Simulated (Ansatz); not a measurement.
# Si₂P₃: start and end of a relaxation

A trial structure of Si₂P₃ was built thus: random cell by space group and Wyckoff sites (I4/mmm, No. 139). Lengths were set from tabulated atomic sizes, so they are only a guess.

start.cif

```cif
data_structure
_symmetry_space_group_name_H-M 'I4/mmm'
_symmetry_Int_Tables_number 139
_cell_length_a 4.5688
_cell_length_b 4.5688
_cell_length_c 8.8422
_cell_angle_alpha 90.000
_cell_angle_beta 90.000
_cell_angle_gamma 90.000
_cell_volume 184.57
loop_
_atom_site_label
_atom_site_type_symbol
_atom_site_symmetry_multiplicity
_atom_site_Wyckoff_symbol
_atom_site_fract_x
_atom_site_fract_y
_atom_site_fract_z
_atom_site_occupancy
Si1 Si 4 e 0.00000 0.00000 0.21362 1
P1 P 4 d 0.00000 0.50000 0.25000 1
P2 P 2 a 0.00000 0.00000 0.00000 1
```

Method: DFT PBE, scalar-relativistic, plane waves, PAW in Ansatz 0.2.0. Cutoff 420 eV, Gaussian smearing, Γ-centred meshes. Cell and atoms relax first on a coarse mesh and then on a finer one. In between, the cell is made exact in the group found at 0.06 Å. In metals the finer mesh still leaves noise of several meV/atom or more. The steps can't lower the symmetry of their start. No spin polarisation.

end.cif

```cif
data_structure
_symmetry_space_group_name_H-M 'I4/mmm'
_symmetry_Int_Tables_number 139
_cell_length_a 4.4308
_cell_length_b 4.4308
_cell_length_c 11.9751
_cell_angle_alpha 90.000
_cell_angle_beta 90.000
_cell_angle_gamma 90.000
_cell_volume 235.09
loop_
_atom_site_label
_atom_site_type_symbol
_atom_site_symmetry_multiplicity
_atom_site_Wyckoff_symbol
_atom_site_fract_x
_atom_site_fract_y
_atom_site_fract_z
_atom_site_occupancy
Si1 Si 4 e 0.00000 0.00000 0.17969 1
P1 P 4 d 0.00000 0.50000 0.25000 1
P2 P 2 a 0.00000 0.00000 0.00000 1
```

The symmetry stays I4/mmm (No. 139). The volume per atom grows by 27.4 %, from 18.5 to 23.5 Å³. The shortest distance goes from 1.89 Å (Si–P) to 2.15 Å (Si–P). The ratio c/a of the conventional cell changes by a factor of 1.40. The energy falls by about 0.42 eV/atom (the start's value is from the coarse mesh).

```json
{"Volume per atom": "23.51 Å³", "Density": "2.11 g/cm³", "Formation energy": "+0.47 eV/atom", "Gap on the 12×12×12 mesh of the 5-atom cell": "0 eV (a metal)"}
```

The zero of energy is the elements' standard structures at the same level; no fitted shifts are applied. The references include black phosphorus. It can't be a ground state, since the elements alone are lower.

The last run used Gaussian smearing of 0.10 eV. An odd number of electrons in the primitive cell allows no gap without spin; a larger cell or a magnetic state could open one. The cell is a metal run without spin; a magnetic state may lie lower. The reference form of P is held partly by dispersion forces, which this level lacks. A structure relaxed within its symmetry needn't be a true minimum. In all, the 3 runs took 4.6 min on 1 thread of Arm Neoverse V2, with other jobs on the host. Another cell of Si2P3 relaxed alike, in R-3m, lies 0.55 eV/atom lower, so this cell isn't the stable form at this level.
